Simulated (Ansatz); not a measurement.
Values for one crystal, relaxed and computed with plane-wave PAW r²SCAN (Ansatz code); other levels are named.

| Item | Value |
|---|---|
| Volume per atom | 25.43 Å³ |
| Electronic character | metallic (no gap) |
| Density of states at the Fermi level | 0.45 states/eV per atom (mean over ±0.08 eV) |
| Formation energy from the elements (no fitted shifts) | -0.87 eV/atom |

Question: Which compound is it?
A) YInCu4, F-43m (Y on 4a, In on 4d, Cu on 16e)
B) GaAu, Pnma (Ga on 4c, Au on 4c)
C) LaInAu, P-62m (La on 3g, In on 3f, Au on 2c, Au on 1b)
D) LaGaNi4, P-6m2 (La on 1a, Ga on 1c, Ni on 1e, Ni on 3k)

Answer: C, LaInAu, P-62m (La on 3g, In on 3f, Au on 2c, Au on 1b)

The workflow started from a Materials Project entry (that database holds measured and hypothetical structures alike); the Crystallography Open Database files this formula in space group No. 189, but the cells were not matched. Its standing as an ambient phase is unchecked. The cell was relaxed with r²SCAN under the symmetry of its start; its stability against distortions is not shown here. The references are the lowest solids computed at this level, not always the standard phases. Spin–orbit coupling is left out wherever it is not named.

Potentials: the later of the program's two PAW sets.
